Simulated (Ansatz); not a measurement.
Li₃LaBi₂:
Space group P-3m1 (No. 164); a = b = 4.7323 Å, c = 7.6038 Å, α = β = 90.00°, γ = 120.00°

```json
[
 {"atom": "Li", "site": "2d", "symmetry": "3m.", "x": "0.6667", "y": "0.3333", "z": "0.3583"},
 {"atom": "Li", "site": "1b", "symmetry": "-3m.", "x": "0.0000", "y": "0.0000", "z": "0.5000"},
 {"atom": "La", "site": "1a", "symmetry": "-3m.", "x": "0.0000", "y": "0.0000", "z": "0.0000"},
 {"atom": "Bi", "site": "2d", "symmetry": "3m.", "x": "0.3333", "y": "0.6667", "z": "0.2564"}
]
```

Relaxed with r²SCAN. Plane-wave PAW r²SCAN (Ansatz code) gives a gap of 0.41 eV.

Question: What gap does HSE06 give on the same cell (Ansatz, PAW)?

Answer: 0.34 eV, -0.07 eV more. The hybrid was solved on a coarser mesh and at special points; its gap is the smallest among all of these.

Cost on shared cores: the r²SCAN run (SCF on a 7×7×4 mesh, then bands and DOS) about 2.2 core-minutes (a rough figure), the HSE06 run (SCF on 4×4×2, then a few points) about 2.1 core-minutes (a rough figure); the tasks are unlike.

The first step of the workflow began from a Materials Project structure, measured or hypothetical; the Crystallography Open Database files this formula in space group No. 164, but the cells were not matched. Whether it is the stable phase at ambient conditions was not checked. The r²SCAN relaxation kept the symmetry of its start; whether a distortion lowers the energy is not shown. Spin–orbit coupling is left out wherever it is not named.

Potentials: the later of the program's two PAW sets.
